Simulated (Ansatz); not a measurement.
## Axial (c/a) deformation path in MgI2

Method: Ansatz, DFT PBEsol, scalar-relativistic, plane waves, PAW. The runs took a 420 eV cutoff, a Γ-centred 6×6×4 mesh and Gaussian smearing (0.05 eV). No spin polarisation. Energies are free energies at this smearing, counted from the undisturbed cell; pressure is positive in compression.

The starting cell (as given, not relaxed at this level; it stands at -0.2 GPa):

```yaml
crystal:
  lattice:
    - [4.15370, 0.00000, 0.00000]
    - [-2.07685, 3.59721, 0.00000]
    - [0.00000, 0.00000, 6.86200]
  atoms:
    - { symbol: Mg, position: [0.00000, 0.00000, 0.00000] }
    - { symbol: I, position: [0.33333, 0.66667, 0.75763] }
    - { symbol: I, position: [0.66667, 0.33333, 0.24237] }
```

The cell holds layers and no dispersion correction was added, so their binding is poorly described.

At fixed volume and fractional coordinates, lengths along (0.000, 0.000, 1.000) are scaled against those across it; ρ is that ratio over its starting value.

```
    ρ  ΔE (meV/atom)
0.800           91.7
0.850           53.9
0.920           17.4
0.960            5.4
1.000            0.0
1.050            2.4
1.100           15.0
1.200           69.9
1.300          163.3
```